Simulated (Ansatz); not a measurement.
A geometry of AlRu away from equilibrium: step 12 of the relaxation of a randomly generated symmetric cell of AlRu (space group No. 194). The numbers are results of PBEsol (plane waves to 420 eV, PAW, scalar-relativistic; Ansatz, a first-principles code), not measurements. Γ-centred k-mesh 12×12×6 on the run's cell (coarser than for final values), Fermi–Dirac smearing 0.05 eV.

```yaml
crystal:
  lattice:
    - [2.93746, 0.00000, 0.00000]
    - [-1.46873, 2.54391, 0.00000]
    - [0.00000, 0.00000, 7.22763]
  atoms:
    - { symbol: Al, position: [0.00000, 0.00000, 0.00000] }
    - { symbol: Al, position: [0.00000, 0.00000, 0.50000] }
    - { symbol: Ru, position: [0.33333, 0.66667, 0.75000] }
    - { symbol: Ru, position: [0.66667, 0.33333, 0.25000] }
```

**Question.** Which atoms carry the largest force, and which way does it point?

**Answer.** No atom: all forces are below 0.005 eV/Å; only the cell is out of equilibrium.

**Question.** What is the pressure?

**Answer.** +7.7 GPa, compression positive.

**Question.** How much energy per atom can still be gained by relaxing?

**Answer.** 0.08 eV/atom; the path ends in P6₃/mmc (No. 194) (NiAs type).

No spin polarisation in the result.

The run could not lose the symmetry of its start, so the end can be a saddle point.

All atoms sit on sites fixed by symmetry, so only the cell could relax.

The end of the path is a generated cell of AlRu: the first start was made by a random draw of sites in a space group, and the end was not matched to a known phase here, so it may be hypothetical.
